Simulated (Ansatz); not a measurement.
The start is a generated cell, CoSi2 built in the fluorite structure type. Cell shape, volume and atoms are optimised at zero target pressure with PBE (plane waves to 420 eV, PAW, scalar-relativistic; Ansatz, a quantum-chemistry and plane-wave program). The first steps use a coarse 7×7×7 k-mesh.

Starting cell:
```yaml
crystal:
  lattice:
    - [0.00000, 2.75914, 2.75914]
    - [2.75914, 0.00000, 2.75914]
    - [2.75914, 2.75914, 0.00000]
  atoms:
    - { symbol: Co, position: [0.00000, 0.00000, 0.00000] }
    - { symbol: Si, position: [0.25000, 0.25000, 0.25000] }
    - { symbol: Si, position: [0.75000, 0.75000, 0.75000] }
```
Spin-polarised start, with parallel moments on Co.

By how much does the energy per atom fall from start to end?

0.05 eV/atom.

How do the shortest distances between atoms change?

The closest pairs of elements (up to four, under 3.6 Å), start → end: Co–Si 2.39 → 2.32 Å; Si–Si 2.76 → 2.68 Å.

What band gap does the relaxed structure have at this level?

No gap (metallic).

What magnetic moments remain?

Zero (the starting moments vanished).

Give the final cell and atomic positions.


```cif
data_Co4Si8
_chemical_formula_sum 'Co4 Si8'
_space_group_name_H-M_alt 'Fm-3m'
_space_group_IT_number 225
_space_group_name_Hall '-F 4 2 3'
_cell_length_a 5.36024
_cell_length_b 5.36024
_cell_length_c 5.36024
_cell_angle_alpha 90.000
_cell_angle_beta 90.000
_cell_angle_gamma 90.000
loop_
_atom_site_label
_atom_site_type_symbol
_atom_site_symmetry_multiplicity
_atom_site_Wyckoff_symbol
_atom_site_fract_x
_atom_site_fract_y
_atom_site_fract_z
_atom_site_occupancy
Co1 Co 4 a 0.00000 0.00000 0.00000 1
Si1 Si 8 c 0.25000 0.25000 0.25000 1
```
(The calculation used a cell of 3 atoms; values per cell refer to that cell.)

The space group stays Fm-3m (No. 225) (the run could not lower it); the end is AFLOW prototype AB2_cF12_225_a_c (C1, as in CaF2), with 3 atoms in the primitive cell. Final values are on a 15×15×15 k-mesh of the relaxed cell. No spin polarisation in the result: the starting moments vanished. The relaxed primitive cell holds an odd number of electrons. A magnetic state may lie lower.

The run could not lose the symmetry of its start.

All atoms sit on sites fixed by symmetry, so only the cell could relax.
